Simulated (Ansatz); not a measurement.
Calculation for bcc Nb (100), 4 layers: DFT, PBE, PAW with Ansatz's default frozen-core files, scalar-relativistic (Ansatz 0.2.0). This run: no images along the normal.

The slab is cut from a bulk crystal relaxed on PAW files (its atoms may have been relaxed since).

Command: `ansatz run input.yaml --threads 1 --pin off --max-ram 3584MiB --backend cpu --events-out ev --progress --plain --runs-dir out` It took 10 s on 1 thread of Intel(R) Xeon(R) 6975P-C (Granite Rapids), on a shared host, peak memory 0.62 GiB.

```yaml
crystal:
  lattice:
    - [3.311232545, 0.0, 0.0]
    - [0.0, 3.311232545, 0.0]
    - [0.0, 0.0, 20.9668]
  atoms:
    - { symbol: Nb, position: [0.25, 0.25, 0.3889109993] }
    - { symbol: Nb, position: [0.75, 0.75, 0.4605050459] }
    - { symbol: Nb, position: [0.25, 0.25, 0.5394949471] }
    - { symbol: Nb, position: [0.75, 0.75, 0.6110890072] }
  periodic: [true, true, false]
kpoints:
  mp_grid: { grid: [10, 10, 1] }
scf:
  occupations: { method: fermi_dirac, width: 0.05 }
hamiltonian:
  xc: pbe
  pseudopotentials: { kind: paw }
output:
  forces: true
  stress: true
  eigenvalues: true
```

Output:

```
Warning: crystal.periodic: the lattice vector that does not repeat stood 0.000° off the slab's normal, 20.967 Å along it as the deck builds it. The run solves the slab on a vector along the normal, 33.117 Å long, with every atom where it was (on the deck's vector they left 16.31 Å outside them, and the widest stretch free of ions among them is 1.66 Å). A fractional position that the run reports is one of the run's cell, which starts as this one, and not of the deck's: it goes into a deck with that cell's vectors. The slab on that cell runs as it stands in a deck that lists each atom with its symbol and moment, types crystal.periodic and leaves out crystal.checkpoint, crystal.saddle_side, crystal.structure_sha256, crystal.space_group, crystal.setting, crystal.reduce_to_primitive, crystal.supercell, crystal.defects and each atom's wyckoff. Where those keys changed the vectors of the plane, lay the indices of each lattice_plane and lattice_line anew on these rows. Along the normal they count this vector already. An outside_sphere can name other atoms there (type this run's as sites). In the order of the run's atom list the slab is: crystal.lattice: [[3.311232545, 0.0, 0.0], [0.0, 3.311232545, 0.0], [0.0, 0.0, 33.11672371207544]]; position: [0.25, 0.25, 0.2462266258890201]; position: [0.7500000000000001, 0.7500000000000001, 0.29155411870817033]; position: [0.25, 0.25, 0.3415640615660221]; position: [0.7500000000000001, 0.7500000000000001, 0.38689156293226784];
crystal.periodic: the lattice vector that does not repeat stood 0.000° off the slab's normal, 20.967 Å along it as the deck builds it. The run solves the slab on a vector along the normal, 33.117 Å long, with every atom where it was (on the deck's vector they left 16.31 Å outside them, and the widest stretch free of ions among them is 1.66 Å). A fractional position that the run reports is one of the run's cell, which starts as this one, and not of the deck's: it goes into a deck with that cell's vectors. The slab on that cell runs as it stands in a deck that lists each atom with its symbol and moment, types crystal.periodic and leaves out crystal.checkpoint, crystal.saddle_side, crystal.structure_sha256, crystal.space_group, crystal.setting, crystal.reduce_to_primitive, crystal.supercell, crystal.defects and each atom's wyckoff. Where those keys changed the vectors of the plane, lay the indices of each lattice_plane and lattice_line anew on these rows. Along the normal they count this vector already. An outside_sphere can name other atoms there (type this run's as sites). In the order of the run's atom list the slab is: crystal.lattice: [[3.311232545, 0.0, 0.0], [0.0, 3.311232545, 0.0], [0.0, 0.0, 33.11672371207544]]; position: [0.25, 0.25, 0.2462266258890201]; position: [0.7500000000000001, 0.7500000000000001, 0.29155411870817033]; position: [0.25, 0.25, 0.3415640615660221]; position: [0.7500000000000001, 0.7500000000000001, 0.38689156293226784];
Engine: ansatz 0.2.0
Pseudopotentials: kind: paw
Pseudopotential: Nb, paw, valence charge 13, recommended cutoff 420 eV (normal), Nb.paw.azcp
Functional definition: PBE
  parameter kappa = 0.804
  parameter beta = 0.06672455060314922
  exchange = pbe_x(kappa = kappa, mu = beta*pi^2/3)
  correlation = pbe_c(beta = beta)
Crystal: 4 atoms, lattice volume = 363.100 Å³
Basis set: ecut = 420 eV, 7143 PW (Γ), exchange–correlation on 48×48×450 points (8 copies of the dense FFT grid, shifted against one another)
Bands: 32, of which v1, the nominal top of the filled ones, is band 26 counted from 1 (25 counted from 0)
Symmetry: 16 space group operations
Space group: P4/nmm (ITA 129), of the structure as read, at distance tolerance 7.1e-5 Å
k-points: 21 of 100
Non-local potential: Nb, projectors of the file, l = 0: 3, l = 1: 2, l = 2: 2, l = 3: 1
PAW form: soft (Blöchl's): semilocal exchange-correlation on the pseudo side does not see the compensation charge
PAW one-centre angular grid: Nb, 590 points (default); XC on 64 Gauss nodes
Initial density: superposition of atomic densities (neutral atoms: chi_scale 0, normalization atom), corrected by the library's trained network
Initial wavefunctions: pseudopotential atomic-orbital guess
Functional: x = pbe(κ = 0.804, μ = 0.2195149727645171), c = pbe(β = 0.06672455060314922)
SCF iter   1: F=—  HF=-18205.652966 eV  |F-HF|=—  |Δ(HF+E_count)|=         —  Δρ=4.47e-3  dr2=2.82e-1  ethr=1.77e-3  ⟨swp⟩=11.2  Hψ=4236  notcnv=0
preconditioner: auto → LDOS  [metal: Δε(μ)=0.020 eV  Ē_g=3.009 eV  σ=0.050 eV  W_gap=0.10  n_scr=40 (ndim 8)  ℏωp=8.7 eV  f_vac=0.724  D(μ)=7.61/eV (n_scr^D=40)  β→1.0]
SCF iter   2: F=—  HF=-18205.643899 eV  |F-HF|=—  |Δ(HF+E_count)|=   9.07e-3  Δρ=2.19e-3  dr2=1.20e-1  ethr=5.42e-4  ⟨swp⟩=3.3  Hψ=1470  notcnv=0  defer=2
SCF iter   3: F=—  HF=-18205.637314 eV  |F-HF|=—  |Δ(HF+E_count)|=   6.59e-3  Δρ=7.00e-4  dr2=6.84e-3  ethr=2.31e-4  ⟨swp⟩=3.2  Hψ=1230  notcnv=0  defer=2
SCF iter   4: F=—  HF=-18205.637155 eV  |F-HF|=—  |Δ(HF+E_count)|=   1.58e-4  Δρ=1.47e-4  dr2=1.35e-4  ethr=1.32e-5  ⟨swp⟩=3.0  Hψ=1179  notcnv=0  defer=2
SCF iter   5: F=—  HF=-18205.637220 eV  |F-HF|=—  |Δ(HF+E_count)|=   6.51e-5  Δρ=6.54e-5  dr2=3.21e-5  ethr=2.61e-7  ⟨swp⟩=4.0  Hψ=1642  notcnv=0  defer=2
SCF iter   6: F=—  HF=-18205.637211 eV  |F-HF|=—  |Δ(HF+E_count)|=   9.33e-6  Δρ=1.67e-5  dr2=2.44e-6  ethr=6.18e-8  ⟨swp⟩=3.6  Hψ=1458  notcnv=0  defer=2
SCF iter   7: F=—  HF=-18205.637211 eV  |F-HF|=—  |Δ(HF+E_count)|=   3.93e-7  Δρ=8.55e-6  dr2=3.93e-7  ethr=4.70e-9  ⟨swp⟩=3.2  Hψ=1412  notcnv=0  defer=2
SCF iter   8: F=-18205.637211 eV  HF=-18205.637211 eV  |F-HF|=5.29e-8  |Δ(HF+E_count)|=   1.06e-7  Δρ=2.45e-6  dr2=3.22e-8  ethr=1.92e-10  ⟨swp⟩=11.8  Hψ=3906  notcnv=0
SCF 1 converged in 8 iterations: F = -18205.637211 eV  dr2 = 3.22e-8
  greatest PAW one-centre occupation: 0.998 electrons in one spin orbital (limit 2), on the Nb atom at site 2 (counted from 0), in its partial waves of l = 0
SCF converged after 8 iterations
Free energy (F): -18205.637211 eV
Harris-Foulkes:  -18205.637211 eV  (|F-HF|=5.29e-8)
Internal energy: -18205.575299 eV  (E = F + TS)
E sigma→0 (E₀):  -18205.606255 eV
Entropy (-TS):   -0.061912 eV (-15.478 meV/atom)
Fermi energy:    -3.621667 eV
--- Per-component energies (eV) ---
  E_band       = -1400.972196
  E_kinetic    = 1574.091515
  E_local      = -141326.281692  (includes V_loc(G=0)·N_el)
  E_nonlocal   = 482.480670
  E_hartree    = 69573.284734
  E_xc         = -698.184979
  E_vxc        = -846.369273  (∫ρ·V_xc dr)
  E_paw        = -12294.278557  (= ΣΔE_a)
  E_vpaw       = -431.453185  (= ΣTr[D̂ρ^β])
  E_aug_tail   = 0.000027  (compensation charges beyond the density's cutoff)
  E_ewald      = 64483.312982
  E_smearing   = -0.061912  (= −TS)
  E_closure    = 0.000000  (closes the sum)
  Σ components = -18205.637211   (vs F -18205.637211, Δ=0.00e0)
--- Forces (eV/Å), atoms counted from 1 ---
  atom   1  Nb    -0.00000000     0.00000000     0.00129241
  atom   2  Nb     0.00000000     0.00000000    -0.00077786
  atom   3  Nb     0.00000000     0.00000000     0.00077786
  atom   4  Nb    -0.00000000     0.00000000    -0.00129241
  max |Σ_I F_I| component: 2.17e-19 eV/Å
--- 2D stress c σ (N/m, compression-positive) ---
       -2.880634       0.000000       0.000000
        0.000000      -2.880634       0.000000
        0.000000       0.000000       0.000000
  P = ½ c Tr σ = -2.8806 N/m
--- Band table (eV; the first three rows and the last of 21) ---
  k-point 0: bands = ["-58.5996", "-58.5834", "-58.0266", "-57.8393", "-34.8326", "-34.7624", "-34.6937", "-34.6937", "-34.6021", "-34.6021", "-34.2939", "-33.9895", "-33.9895", "-33.7661", "-33.6272", "-33.6272", "-9.0575", "-7.4447", "-7.4049", "-6.9964", "-6.2193", "-6.1551", "-3.6346", "-3.5733", "-3.5631", "-3.4397", "-3.4397", "-3.4030", "-3.2725", "-3.2725", "-2.5978", "-2.1859"]
  k-point 1: bands = ["-58.5942", "-58.5795", "-58.0237", "-57.8449", "-34.8624", "-34.7628", "-34.6953", "-34.6785", "-34.6759", "-34.5918", "-34.2362", "-34.0363", "-33.9933", "-33.7282", "-33.6493", "-33.6456", "-8.8676", "-7.3045", "-7.2888", "-6.8759", "-6.2969", "-5.9624", "-3.9850", "-3.9327", "-3.7568", "-3.7539", "-3.4555", "-3.1080", "-3.0869", "-2.9925", "-2.8662", "-1.9011"]
  k-point 2: bands = ["-58.5801", "-58.5690", "-58.0149", "-57.8611", "-34.9225", "-34.8236", "-34.7602", "-34.7266", "-34.6267", "-34.5635", "-34.1546", "-34.1028", "-34.0027", "-33.6984", "-33.6953", "-33.6752", "-8.3460", "-7.0659", "-6.9851", "-6.5407", "-6.4664", "-5.3276", "-4.4193", "-4.3670", "-4.3472", "-3.8939", "-3.4192", "-3.2564", "-3.0064", "-2.6192", "-2.4704", "-1.4529"]
  k-point 20: bands = ["-58.5230", "-58.5230", "-57.9283", "-57.9283", "-35.0671", "-35.0671", "-34.8942", "-34.8942", "-34.6953", "-34.6953", "-34.1504", "-34.1504", "-34.0588", "-34.0588", "-33.6666", "-33.6666", "-6.8676", "-6.8676", "-5.3555", "-5.3555", "-5.3543", "-5.3543", "-5.0906", "-5.0906", "-4.1140", "-4.1140", "-1.7820", "-1.7820", "-1.4879", "-1.4879", "-0.6502", "-0.6502"]
```

Next run (core holes in 3d of Nb), as changes to the input before:

```diff
-  periodic: [true, true, false]
 kpoints:
   eigenvalues: true
+  core_levels:
+    shells: { Nb: ["3d"] }
+    counted_from: fermi_level
+    add_spin: false
```

Command: `ansatz run input.yaml --threads 1 --pin off --max-ram 3584MiB --backend cpu --events-out ev --progress --plain --runs-dir out` It took 25 s on 1 thread of Intel(R) Xeon(R) 6975P-C (Granite Rapids), on a shared host, peak memory 0.55 GiB.

Results part of the output:

```
SCF 1 converged in 8 iterations: F = -18205.637216 eV  dr2 = 3.91e-8
  greatest PAW one-centre occupation: 0.998 electrons in one spin orbital (limit 2), on the Nb atom at site 2 (counted from 0), in its partial waves of l = 0
── core hole 1/2: 3d of Nb 0 ──
── 3d of Nb 0: 201.810 eV over the cell without the hole, in 11 iterations ──
── core hole 2/2: 3d of Nb 1 ──
── 3d of Nb 1: 201.558 eV over the cell without the hole, in 12 iterations ──
SCF converged after 8 iterations
Free energy (F): -18205.637216 eV
Harris-Foulkes:  -18205.637216 eV  (|F-HF|=1.23e-8)
Internal energy: -18205.575305 eV  (E = F + TS)
E sigma→0 (E₀):  -18205.606261 eV
Entropy (-TS):   -0.061911 eV (-15.478 meV/atom)
Fermi energy:    3.329070 eV
--- Per-component energies (eV) ---
  E_band       = -1039.533622
  E_kinetic    = 1574.091012
  E_local      = -41429.311879  (includes V_loc(G=0)·N_el)
  E_nonlocal   = 482.480287
  E_hartree    = 19805.520232
  E_xc         = -698.184903
  E_vxc        = -846.369180  (∫ρ·V_xc dr)
  E_paw        = -12294.278356  (= ΣΔE_a)
  E_vpaw       = -431.453046  (= ΣTr[D̂ρ^β])
  E_aug_tail   = 0.000027  (compensation charges beyond the density's cutoff)
  E_ewald      = 14354.108274
  E_smearing   = -0.061911  (= −TS)
  E_closure    = 0.000000  (closes the sum)
  Σ components = -18205.637216   (vs F -18205.637216, Δ=0.00e0)
--- Forces (eV/Å), atoms counted from 1 ---
  atom   1  Nb     0.00000000     0.00000000     0.00126082
  atom   2  Nb     0.00000000     0.00000000    -0.00073171
  atom   3  Nb     0.00000000     0.00000000     0.00073171
  atom   4  Nb     0.00000000     0.00000000    -0.00126082
  max |Σ_I F_I| component: 0.00e0 eV/Å
--- Stress (GPa, compression-positive) ---
       -1.373902       0.000000       0.000000
        0.000000      -1.373902       0.000000
        0.000000       0.000000      -0.003210
  P = ⅓ Tr σ = -0.9170 GPa (-9.170 kbar)
--- Band table (eV; the first three rows and the last of 21) ---
  k-point 0: bands = ["-51.6489", "-51.6326", "-51.0759", "-50.8886", "-27.8819", "-27.8117", "-27.7430", "-27.7430", "-27.6513", "-27.6513", "-27.3432", "-27.0388", "-27.0388", "-26.8154", "-26.6764", "-26.6764", "-2.1068", "-0.4940", "-0.4541", "-0.0457", "0.7315", "0.7956", "3.3161", "3.3775", "3.3876", "3.5111", "3.5111", "3.5478", "3.6782", "3.6782", "4.3530", "4.7648"]
  k-point 1: bands = ["-51.6435", "-51.6287", "-51.0730", "-50.8942", "-27.9117", "-27.8121", "-27.7446", "-27.7277", "-27.7251", "-27.6410", "-27.2855", "-27.0856", "-27.0426", "-26.7774", "-26.6986", "-26.6948", "-1.9169", "-0.3537", "-0.3380", "0.0748", "0.6538", "0.9884", "2.9658", "3.0181", "3.1940", "3.1968", "3.4953", "3.8427", "3.8639", "3.9582", "4.0846", "5.0498"]
  k-point 2: bands = ["-51.6293", "-51.6183", "-51.0641", "-50.9103", "-27.9718", "-27.8728", "-27.8094", "-27.7758", "-27.6759", "-27.6127", "-27.2038", "-27.1521", "-27.0519", "-26.7477", "-26.7446", "-26.7244", "-1.3953", "-0.1151", "-0.0344", "0.4100", "0.4843", "1.6231", "2.5314", "2.5837", "2.6035", "3.0568", "3.5315", "3.6944", "3.9444", "4.3315", "4.4802", "5.4978"]
  k-point 20: bands = ["-51.5722", "-51.5722", "-50.9776", "-50.9776", "-28.1163", "-28.1163", "-27.9434", "-27.9434", "-27.7446", "-27.7446", "-27.1996", "-27.1996", "-27.1080", "-27.1080", "-26.7158", "-26.7158", "0.0831", "0.0831", "1.5952", "1.5952", "1.5964", "1.5964", "1.8602", "1.8602", "2.8368", "2.8368", "5.1687", "5.1687", "5.4628", "5.4628", "6.3005", "6.3005"]
--- Core levels from the Fermi level (as output.core_levels.counted_from types it; a hole's nearest image at 3.3 Å) ---
  the holes have no spin, as output.core_levels.add_spin types it
  atom         alike  shell      binding/eV   shift/eV difference/eV images/eV   SCF
  Nb 0             2     3d         201.810     +0.000       201.810         –    11
  Nb 1             2     3d         201.558     -0.252       201.558         –    12
  the dataset of Nb with a 3d hole: scattering error 0.003 eV; free atom: scalar-relativistic, large and small components
  the two lines of Nb's 3d: 3d3/2 +1.656 eV and 3d5/2 -1.104 eV off its levels, 2 : 3 in strength
```

The cell is 1×1, so reconstructions are forbidden, and in slabs of four or five layers the relaxations can be far larger than at a real surface.
